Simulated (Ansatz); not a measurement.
MgZn₃ (P-6m2): electronic heat capacity and spin susceptibility from the density of states

The calculation used DFT r2SCAN, scalar-relativistic, plane waves, PAW in Ansatz.

Plane waves to 500 eV, a k mesh through Γ of 18×18×6 on the computed 4-atom cell and Gaussian smearing (0.10 eV); no spin polarisation.

Relaxed cell: P-6m2, a = 2.932 Å, b = 2.932 Å, c = 8.618 Å, α = 90.00°, β = 90.00°, γ = 120.00°, 4 atoms in the primitive cell. Whether it is the stable form of this composition wasn't checked.

The density of states at the Fermi level is 1.064 states/eV in the cell of 4 atoms (1 formula unit; both spins, tetrahedra on a 27×27×9 mesh).

What Sommerfeld coefficient and Pauli susceptibility does this give?

Per formula unit N(E_F) = 1.064 states/eV. γ = (π²/3) k_B² N(E_F) N_A = 2.357 mJ/(mol K²) per state/eV, so γ = 2.5 mJ/(mol K²), a mole of formula units. χ_P = μ_B² N(E_F) N_A = 3.23×10⁻⁵ emu/mol per state/eV gives 3.4×10⁻⁵ emu/mol. This is the bare band result: a measured γ of the same phase is as a rule larger by a factor 1 + λ from phonons and spin fluctuations, the spin part of χ is larger by the Stoner factor, and a measured χ also holds orbital and core terms. N(E_F) at one energy is sensitive to the mesh where the density of states has sharp peaks.

Cost: 1 run of about 3.2 core-minutes, on Arm Neoverse V2 (shared hosts).